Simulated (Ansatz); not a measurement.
Starting cell, BAs (zinc blende):

```yaml
crystal:
  lattice:
    - [0.00000, 2.40467, 2.40467]
    - [2.40467, 0.00000, 2.40467]
    - [2.40467, 2.40467, 0.00000]
  atoms:
    - { symbol: As, position: [0.75000, 0.75000, 0.75000] }
    - { symbol: B, position: [0.00000, 0.00000, 0.00000] }
```

The atoms are displaced by Q × the pattern below (from a DFPT mode at Γ, largest move 1; Q in Å), at fixed cell. It is one choice among 3 degenerate patterns.

```
atom      x      y       z
----  -----  -----  ------
As1   0.000  0.000   0.144
B2    0.000  0.000  -1.000
```

Calculation: PBE (plane waves to 420 eV, PAW, scalar-relativistic; Ansatz, a program for electronic structure). k mesh 12×12×12 (Γ-centred), Fermi-Dirac smearing 0.05 eV. BAs was relaxed with its symmetry unable to fall.

At one point of the scan the forces (eV/Å) are:

```
atom     Fx     Fy      Fz
----  -----  -----  ------
As1   0.000  0.000   1.621
B2    0.000  0.000  -1.621
```

**Question.** Which point is it?
A) Q = -0.030 Å
B) Q = -0.150 Å
C) Q = -0.120 Å
D) Q = -0.090 Å

**Answer.** D, Q = -0.090 Å

(A displaced cell: forces are minus the slopes of the energy, force constants its curvatures, and phonons follow from these.)
